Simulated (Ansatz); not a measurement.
Frames from the relaxation of a relaxed AlNi cell, doubled along one cell vector, shaken by Gaussian noise of σ = 0.08 Å a coordinate, as extended XYZ (Å, eV, eV/Å, GPa with compression positive). Calculation: PBE (plane waves to 420 eV, PAW, scalar-relativistic; Ansatz, a quantum-chemistry and plane-wave program). Γ-centred k-mesh 12×9×4 on the run's cell (coarser than for final values), Fermi–Dirac smearing 0.05 eV.

```xyz
8
Lattice="2.7355 0.0000 0.0000 0.0000 3.6210 0.0000 0.0000 0.0000 10.1861" Properties=species:S:1:pos:R:3:forces:R:3 pbc="T T T" step=1 free_energy=-25512.061 pressure=2.9 accepted=T
Al    -0.1109    -0.0055     3.4724    0.7256    0.4662   -1.4140
Al     0.0166     0.0953     8.5126   -0.2118   -0.8761   -1.2303
Al     1.3661     1.8176     1.6935   -0.2163   -0.2854    0.0238
Al     1.3853     1.8982     6.7500   -0.5489   -0.7352    0.4011
Ni    -0.0481    -0.0514     0.6483    0.1004    0.3072    0.8486
Ni    -0.1350    -0.0259     5.8028    0.6417    0.8102    0.4330
Ni     1.3960     1.8562     4.2310   -0.7157   -0.5547    0.6884
Ni     1.3291     1.7754     9.3917    0.2251    0.8679    0.2495
8
Lattice="2.7288 -0.0029 0.0077 -0.0038 3.6153 0.0008 0.0287 0.0023 10.1502" Properties=species:S:1:pos:R:3:forces:R:3 pbc="T T T" step=2 free_energy=-25512.304 pressure=2.4 accepted=T
Al    -0.0611    -0.0007     3.4040    0.4417    0.2795   -0.8626
Al     0.0251     0.0763     8.4440   -0.1496   -0.5939   -0.6813
Al     1.3319     1.8118     1.7066   -0.1145   -0.1845   -0.1043
Al     1.3890     1.8733     6.7540   -0.3648   -0.4619    0.1403
Ni    -0.0598    -0.0306     0.6702    0.0779    0.2130    0.5800
Ni    -0.0792    -0.0095     5.7859    0.4433    0.5230    0.2837
Ni     1.4021     1.8403     4.2445   -0.4842   -0.3391    0.4952
Ni     1.3446     1.7911     9.3669    0.1502    0.5638    0.1487
8
Lattice="2.7495 -0.0010 -0.0029 -0.0014 3.6372 -0.0006 -0.0108 -0.0016 10.2009" Properties=species:S:1:pos:R:3:forces:R:3 pbc="T T T" step=3 free_energy=-25512.481 pressure=-1.5 accepted=T
Al    -0.0402     0.0128     3.3443    0.0128    0.0087    0.0122
Al    -0.0386     0.0151     8.4446   -0.0057   -0.0081    0.0124
Al     1.3338     1.8309     1.6948   -0.0016    0.0003   -0.0211
Al     1.3347     1.8340     6.7951   -0.0037   -0.0086   -0.0191
Ni    -0.0403     0.0127     0.7315    0.0025    0.0035    0.0006
Ni    -0.0406     0.0148     5.8321    0.0037    0.0043    0.0003
Ni     1.3379     1.8326     4.3063   -0.0121   -0.0081    0.0056
Ni     1.3333     1.8314     9.4062    0.0040    0.0080    0.0090
```

The path has 8 moves and ends in Pmmn (No. 59), 0.05 eV/atom below its start. Free energies are of the whole cell and compare only within this code, potentials and settings.  No spin polarisation in the result. A magnetic state may lie lower.

The end of the path is a generated cell of AlNi: the first start was made by placing the elements on the sites of a structure type, and the end was not matched to a known phase here, so it may be hypothetical. Known forms of AlNi include space group No. 221.
